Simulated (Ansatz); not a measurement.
MoN₂:
```
CELL_PARAMETERS angstrom
      1.48377     0.85666     4.74500
     -1.48377     0.85666     4.74500
      0.00000    -1.71331     4.74500
ATOMIC_POSITIONS crystal
  Mo 0.99975 0.99975 0.99975
  N  0.41039 0.41039 0.41039
  N  0.25587 0.25587 0.25587
```
Starting moments (μB, in the order of the atoms Mo N N): 0.1 0.6 0.6.

Relaxed with r²SCAN+D4.

Which orbitals make up the states near the Fermi level in r²SCAN+D4 in the plane-wave PAW code Ansatz?

Within 0.5 eV of the Fermi level: Mo 4d 57 %, N 2p 39 %. Projections are on Löwdin-orthogonalised atomic valence shells; empty p or d shells of many metals are not among them.

Tabulate the density of states.

States/eV per cell of 3 atoms, in 0.25 eV bins, energy from the Fermi level.

```
E (eV)  total  N 2p  Mo 4d  N 2s
------  -----  ----  -----  ----
-7.85    0.00  0.00   0.00  0.00
-7.60    0.00  0.00   0.00  0.00
-7.35    0.03  0.02   0.01  0.00
-7.10    0.14  0.08   0.05  0.01
-6.85    0.45  0.25   0.16  0.02
-6.60    0.58  0.32   0.20  0.03
-6.35    1.07  0.57   0.40  0.05
-6.10    1.92  0.99   0.75  0.08
-5.85    1.73  0.88   0.70  0.05
-5.60    2.18  1.13   0.84  0.08
-5.35    2.04  1.04   0.85  0.07
-5.10    1.86  1.02   0.71  0.06
-4.85    2.13  1.20   0.80  0.07
-4.60    2.74  1.65   0.89  0.11
-4.35    2.53  1.52   0.84  0.09
-4.10    1.39  0.79   0.54  0.03
-3.85    1.91  1.15   0.67  0.05
-3.60    2.52  1.61   0.76  0.09
-3.35    3.03  1.97   0.86  0.12
-3.10    3.36  2.26   0.85  0.15
-2.85    2.56  1.81   0.61  0.07
-2.60    2.04  1.50   0.42  0.06
-2.35    1.71  1.34   0.27  0.04
-2.10    0.95  0.76   0.13  0.02
-1.85    0.80  0.66   0.10  0.01
-1.60    0.26  0.23   0.02  0.01
-1.35    0.35  0.31   0.03  0.01
-1.10    1.34  1.09   0.20  0.02
-0.85    2.03  1.36   0.62  0.02
-0.60    1.50  0.80   0.66  0.02
-0.35    1.87  0.72   1.09  0.03
-0.10    1.04  0.43   0.57  0.02
0.15     0.73  0.27   0.42  0.02
0.40     0.86  0.32   0.49  0.03
0.65     0.87  0.44   0.36  0.03
0.90     1.52  1.03   0.39  0.06
1.15     1.47  1.02   0.37  0.05
1.40     1.21  0.73   0.41  0.04
1.65     0.93  0.46   0.43  0.02
1.90     0.74  0.30   0.41  0.01
2.15     0.66  0.22   0.42  0.01
2.40     0.66  0.18   0.45  0.01
2.65     0.73  0.18   0.52  0.01
2.90     0.69  0.17   0.49  0.01
3.15     0.86  0.20   0.63  0.01
3.40     1.01  0.26   0.71  0.01
3.65     1.54  0.45   1.01  0.04
3.90     2.03  0.63   1.26  0.08
4.15     2.84  0.96   1.66  0.13
4.40     2.49  0.89   1.39  0.12
4.65     3.34  1.25   1.79  0.17
```

Space group R3m. The start of the workflow was typed in or built on a structure type; neither database checked (COD, Materials Project) lists it. Whether it is the stable phase at ambient conditions was not checked. The r²SCAN+D4 relaxation kept the symmetry of its start; whether a distortion lowers the energy is not shown. Magnetic state: ferromagnetic, chosen from 2 collinear starts compared on coarse meshes (ties went to the first, and starts can fall back to one state), not a proven ground state. Its formation energy is positive at this level, so the cell may be metastable or incomplete. Other orbital occupations within this spin state were not tried. No Hubbard U is applied. Scalar-relativistic: spin–orbit coupling is off unless named, which matters more the heavier the elements.

Potentials: the earlier of the program's two PAW sets.
